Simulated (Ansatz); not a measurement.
LaN:
```
LaN
1.0
    4.15665     0.00000     0.00000
   -2.07832     3.59976     0.00000
    0.00000     0.00000     5.85871
La N
2 2
Direct
  0.33333   0.66667   0.99471
  0.66667   0.33333   0.49471
  0.33333   0.66667   0.41529
  0.66667   0.33333   0.91529
```

Relaxed with r²SCAN.

**Question.** Give the Bader charges and basin volumes of the independent atoms, the program Ansatz at the r²SCAN level (PAW).

**Answer.** 

| atom | Bader charge (e) | Bader volume (Å³) |
|---|---|---|
| La1 | +1.80 | 23.1 |
| N3 | -1.80 | 20.7 |

Space group P6_3mc. The workflow started from a Materials Project entry (that database holds measured and hypothetical structures alike); the Crystallography Open Database copy checked does not list it. COD files the formula under space group No. 225. Its standing as an ambient phase is unchecked. Symmetry was held in the r²SCAN relaxation; its stability against distortions is not shown here. Spin–orbit coupling is left out wherever it is not named.

Potentials: the later of the program's two PAW sets.
